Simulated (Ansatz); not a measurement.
Below is a relaxed structure of NbC2. The cell was found from a structure generator's guess, not taken from experiment.

Theory: DFT PBE, scalar-relativistic, plane waves, PAW (Ansatz 0.2.0). Cutoff 420 eV, Γ-centred mesh, Gaussian smearing, no spin polarisation.

```
CELL_PARAMETERS angstrom
4.66838 0.00000 0.00000
0.00000 4.66838 0.00000
0.00000 0.00000 4.66838
ATOMIC_POSITIONS crystal
Nb 0.00000 0.00000 0.00000
Nb 0.50000 0.50000 0.50000
C 0.75000 0.75000 0.75000
C 0.25000 0.25000 0.75000
C 0.25000 0.75000 0.25000
C 0.75000 0.25000 0.25000
```

The zero of energy is the elements' standard structures at the same level; no fitted shifts are applied.

Task: What space group does it have?

Result: Pn-3m (No. 224), the anti-cuprite type. Conventional cell: a = 4.668 Å. Nb is surrounded by 4 C at 2.02 Å; around C lie 2 Nb at 2.02 Å.

Task: How far does it lie from the elements in energy?

Result: +1.88 eV/atom. It can't be a ground state, since the elements alone are lower.

Task: Is it a metal?

Result: Yes, bands cross the Fermi level on the 8×8×8 mesh.

The last run used an 8×8×8 mesh for its 6-atom cell and Gaussian smearing of 0.10 eV. The reference form of C is held partly by dispersion forces, which this level lacks. A structure relaxed within its symmetry needn't be a true minimum. Another cell of NbC2 relaxed alike, in P-1, lies 1.60 eV/atom lower, so this cell isn't the stable form at this level.
